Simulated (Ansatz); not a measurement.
Given:

SiC:
```xyz
16
Lattice="3.0790 0.0000 0.0000 -1.5395 2.6664 0.0000 0.0000 0.0000 20.1371" Properties=species:S:1:pos:R:3 pbc="T T T"
Si     0.0000     1.7776     5.0364
Si     1.5395     0.8888    15.1049
C      0.0000     1.7776    19.5113
C      1.5395     0.8888     9.4427
C      0.0000     0.0000     1.8900
C      0.0000     0.0000    11.9585
C      0.0000     1.7776     6.9296
C      1.5395     0.8888    16.9981
C      0.0000     1.7776    14.4729
C      1.5395     0.8888     4.4044
Si     0.0000     1.7776    12.5855
Si     1.5395     0.8888     2.5170
Si     0.0000     0.0000     0.0019
Si     0.0000     0.0000    10.0704
Si     0.0000     1.7776    17.6237
Si     1.5395     0.8888     7.5552
```

This is the r²SCAN-relaxed structure. Cartesian axes are those of the cell as given.

Problem. All from plane-wave PAW r²SCAN (Ansatz code), unless another level is named. Give the bulk modulus (Birch–Murnaghan fit).

Solution. 227 GPa.

Problem. Give the piezoelectric stress constants (proper, relaxed ions, C/m²).

Solution. e15 = e24 = 0.03.

Space group P6_3mc. The workflow started from an entry of the Crystallography Open Database (COD). Its sites differ from those of the usual phase in this space group: another stacking or structure type. The cell was relaxed with r²SCAN under the symmetry of its start; of distortions, only those at the zone centre were tested.

Potentials: the later of the program's two PAW sets.
